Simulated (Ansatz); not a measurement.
GaN at 50 GPa: from Born charge to LO–TO splitting and polaron coupling

Computed with Ansatz 0.2.0, DFT LDA, scalar-relativistic, plane waves, PAW. Cutoff 420 eV, 10×10×10 k-points (Γ-centred), fixed occupations. No spin polarisation. Phonons by linear response, acoustic sum rule imposed.

The cell, relaxed at 50 GPa:
```
Ga N
1.0
     0.00000    2.10429    2.10429
     2.10429    0.00000    2.10429
     2.10429    2.10429    0.00000
Ga N
1 1
Cartesian
  0.0000 0.0000 0.0000
  3.1564 3.1564 3.1564
```

Other phases may be more stable at this pressure.

Linear response gives ν_TO = 707.8 cm⁻¹, Born charges ±2.549 e (positive on Ga) and ε∞ = 5.126. The primitive cell holds 18.636 Å³, and the masses are 69.723 and 14.007 amu.

Problem. Find ν_LO and the static dielectric constant.

Solution. The long-wave field adds a restoring force: ω_LO² − ω_TO² = Z*²e²/(ε_vac ε∞ μV). In these units ν_LO² − ν_TO² = 4.92064×10⁷ Z*²/(μ V ε∞) cm⁻², with μ = m₁m₂/(m₁ + m₂) = 11.664 amu: 286998 cm⁻². So ν_LO = √(707.8² + 286998) = 887.7 cm⁻¹, and the run gives 887.7. Lyddane–Sachs–Teller then gives ε0 = ε∞ (ν_LO/ν_TO)² = 8.06, against 8.06 in the run (it forms both from the same three quantities, so the match checks the arithmetic only). Between ν_TO and ν_LO the dielectric function is negative and an undamped crystal reflects fully: a reststrahlen band from 11.3 to 14.1 μm.

Problem. What do the Clausius–Mossotti polarisability and the Szigeti charge come to?

Solution. With the Lorentz local field, α = (3V/4π)(ε∞ − 1)/(ε∞ + 2) = 2.58 Å³ for the pair, and e_S = 3Z*/(ε∞ + 2) = 1.07 e. The Born charge includes the electrons' response to the dipole's own local field, and e_S takes that enhancement out. The Lorentz field assumes point-like polarisable ions, a poor picture once ε∞ is this large, since the electron clouds then overlap or are shared, so both numbers are formal here.

Problem. How strongly does a slow electron couple to the LO mode?

Solution. For one isotropic parabolic band, Fröhlich's constant is α_F = (1/ε∞ − 1/ε0) √(m* Ry/ħω_LO), with Ry = 13.606 eV, ħω_LO = 110.1 meV and m* in free-electron masses: α_F = 0.0711 × 11.12 × √m* = 0.79 √m*. The band mass isn't part of this run; for m* = 0.1, 0.3 and 1 it gives 0.25, 0.43, 0.79. In weak coupling the polaron lies α_F ħω_LO below the band edge (48 meV at m* = 0.3) with a mass m*(1 + α_F/6); past α_F of about 5 or 6 that expansion fails. A semilocal functional's ε∞ tends to be too large, which taken alone lowers α_F.

This zinc-blende form isn't the usual stable structure of the compound at low pressure.

Cost: 1 run of about 0.67 core-minutes, on Intel Xeon Platinum 8488C (Sapphire Rapids) (shared hosts).